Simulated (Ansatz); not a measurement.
Relaxed Na (bcc, W type):

```yaml
crystal:
  lattice:
    - [-4.19680, 4.19680, 4.19680]
    - [2.09840, -2.09840, 2.09840]
    - [2.09840, 2.09840, -2.09840]
  atoms:
    - { symbol: Na, position: [0.00000, 0.00000, 0.00000] }
    - { symbol: Na, position: [0.50000, 0.00000, 0.00000] }
```

The atoms are displaced by Q × the pattern below (from a DFPT mode at N = (0.5, 0.0, 0.0), largest move 1; Q in Å), at fixed cell. (q is in reciprocal vectors of the primitive cell; the cell shown is doubled to hold the pattern.)

```tsv
atom	x	y	z
Na1	0.000	-0.707	-0.707
Na2	0.000	0.707	0.707
```

The numbers are results of PBE (plane waves to 420 eV, PAW, scalar-relativistic; Ansatz, an electronic-structure program), not measurements. k mesh 8×16×16 (Γ-centred), Fermi-Dirac smearing 0.05 eV. E stands for the smeared free energy. With partly filled bands, energies and forces of such displacements shift with the k mesh and the smearing. Na was relaxed with its symmetry unable to fall. The PAW data are Ansatz's earlier set. ΔE is measured from the undisplaced structure.

The scan covers Q from -0.100 to 0.100 Å in 13 points.

Question: Which space group does the distorted structure have?

Answer: Cmme (No. 67), lowered from Im-3m.

Question: Is this a single well or a double well?

Answer: A single well with its minimum at or next to zero displacement.

Question: What is the energy change at Q = 0.100 Å?

Answer: 14.0 meV/cell.

Question: What harmonic wavenumber does the curvature at Q = 0 give?

Answer: 128 cm⁻¹.

(A displaced cell: forces are minus the slopes of the energy, force constants its curvatures, and phonons follow from these.)
